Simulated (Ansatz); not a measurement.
ZrTa3N4: rattling a relaxed structure

The structure comes from a proposed guess, relaxed at this level; another structure or a mixture of phases may lie lower.

Method: DFT PBE, scalar-relativistic, plane waves, PAW in Ansatz. Plane waves to 420 eV, a k mesh through Γ of 6×6×10 on the computed 8-atom cell and Gaussian smearing (0.10 eV); no spin polarisation.

The cell below (8 atoms, space group P-6m2 (No. 187)) is relaxed within its symmetry.

```xyz
8
Lattice="5.9885 0.0000 0.0000 -2.9942 5.1862 0.0000 0.0000 0.0000 2.9007" Properties=species:S:1:pos:R:3 pbc="T T T"
Zr    0.0000    0.0000    0.0000
Ta    0.0000    5.1709    0.0000
Ta   -1.4839    2.6007    0.0000
Ta    1.4839    2.6007    0.0000
N    -1.4433    4.2907    1.4504
N     1.4433    4.2907    1.4504
N     2.9942    1.7287    1.4504
N     0.0000    1.7909    1.4504
```

For the test it was strained at random (σ = 1.5 % a component), the atoms were moved at random (σ = 0.10 Å), and all was relaxed again on a coarse 8×6×6 mesh (in the run’s order of axes) with 0.20 eV smearing, with no symmetry imposed.

These runs have no spin–orbit coupling, which can matter for Ta.

Task: Does it come back?

Result: It returns, within 1 meV/atom of the unmoved cell on that mesh and with the same symmetry when read at 0.1 Å. No instability shows in this cell; modes of other wave vectors, which need another repeat, aren't tested.
